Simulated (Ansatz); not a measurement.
Here is the system:

AlCo3B:
```
CELL_PARAMETERS angstrom
      3.74424     0.00000     0.00000
      0.00000     3.74424     0.00000
      0.00000     0.00000     3.74424
ATOMIC_POSITIONS crystal
  Al 0.00000 0.00000 0.00000
  Co 0.00000 0.50000 0.50000
  Co 0.50000 0.00000 0.50000
  Co 0.50000 0.50000 0.00000
  B  0.50000 0.50000 0.50000
```
The run is spin-polarised.

This is the r²SCAN-relaxed structure.

Question: All from r²SCAN (plane waves, PAW; program Ansatz), unless another level is named. Estimate the magnetic order.

Answer: ferromagnetic.

Question: Next, the Bader charges?

Answer: Al +1.69, Co -0.42, B -0.44 e.

Space group Pm-3m (anti-perovskite). The start of the workflow was typed in or built on a structure type; neither database checked (COD, Materials Project) lists it. Its standing as an ambient phase is unchecked. The r²SCAN relaxation kept the symmetry of its start; whether a distortion lowers the energy is not shown. The final state is ferromagnetic, chosen from 4 collinear starts compared on coarse meshes (ties went to the first, and starts can fall back to one state), not a proven ground state. The volume moved by -15 % from the start of the relaxation. Other orbital occupations within this spin state were not tried.

Potentials: the later of the program's two PAW sets.
